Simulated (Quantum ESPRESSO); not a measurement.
```
GaSe
1.0
    3.77657     0.00000     0.00000
   -1.88829     3.27061     0.00000
    0.00000     0.00000    15.93181
Ga Se
4 4
Direct
  0.33333   0.66667   0.17326
  0.66667   0.33333   0.82674
  0.66667   0.33333   0.67326
  0.33333   0.66667   0.32674
  0.33333   0.66667   0.59951
  0.66667   0.33333   0.40049
  0.66667   0.33333   0.09951
  0.33333   0.66667   0.90049
```

Cell and atoms were relaxed with PBE+D3(BJ) from Materials Project entry mp-1943, within its symmetry.

Q: What does PBEsol (Quantum ESPRESSO, PseudoDojo norm-conserving, 86 Ry, without SOC) give for the electronic structure near the Fermi level?

A: The PBEsol gap is direct, 0.71 eV at Γ. Spin-orbit splittings are left out.
